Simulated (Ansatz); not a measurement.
CeO₂:
```
CeO2
1.0
    0.00000     2.71894     2.71894
    2.71894     0.00000     2.71894
    2.71894     2.71894     0.00000
Ce O
1 2
Direct
  0.00000   0.00000   0.00000
  0.25000   0.25000   0.25000
  0.75000   0.75000   0.75000
```

Relaxed with r²SCAN. Independent-particle spectrum: no excitons, no local fields, no scissors shift; 0.1 eV broadening; ε₁ of the summed bands alone.

### Question
Tabulate the dielectric function from r²SCAN in the plane-wave PAW code Ansatz.

### Answer


```csv
E (eV),ε₁ xx,ε₂ xx
0.0,6.78,0.00
0.3,6.81,0.00
0.6,6.91,0.00
0.9,7.09,0.00
1.2,7.38,0.00
1.5,7.83,0.00
1.8,8.57,0.00
2.1,10.08,0.00
2.4,14.44,2.13
2.7,10.70,13.00
3.0,3.25,9.36
3.3,3.03,5.46
3.6,3.48,5.03
3.9,3.00,4.51
4.2,3.96,5.29
4.5,2.07,4.31
4.8,2.88,4.00
5.1,2.59,4.39
5.4,1.28,3.85
5.7,2.08,3.58
6.0,-0.18,3.01
6.3,0.95,0.82
6.6,2.47,0.37
6.9,3.12,0.84
7.2,4.35,1.23
7.5,4.67,1.84
7.8,3.75,3.53
8.1,3.67,2.15
8.4,4.65,2.71
8.7,4.46,3.87
9.0,3.96,3.87
9.3,4.54,3.58
9.6,5.57,5.57
9.9,2.87,6.77
10.2,2.74,7.36
10.5,0.56,6.59
10.8,-2.00,5.85
11.1,-1.54,4.29
11.4,-0.34,3.19
11.7,-0.61,3.50
12.0,0.87,4.26
```

### Question
From ε at 4.2 eV (xx: 3.96 + 5.29i), find n, k, the normal reflectivity and the absorption coefficient.

### Answer
n = 2.30, k = 1.151, R = 25 %, α = 2kE/ħc = 490000 cm⁻¹.

With all bands, ε∞ without local fields is 7.06. DFPT, with local fields, gives 7.03.

Space group Fm-3m (fluorite). The cell was relaxed with r²SCAN under the symmetry of its start. No spin polarisation was allowed. The 4f shell is in the valence. No Hubbard U is applied. Scalar-relativistic: spin–orbit coupling is off unless named, which matters more the heavier the elements.

Potentials: the earlier of the program's two PAW sets. The files were generated under PBE; for other functionals the program regenerates the frozen cores, and for LDA and PBEsol the local potential too.
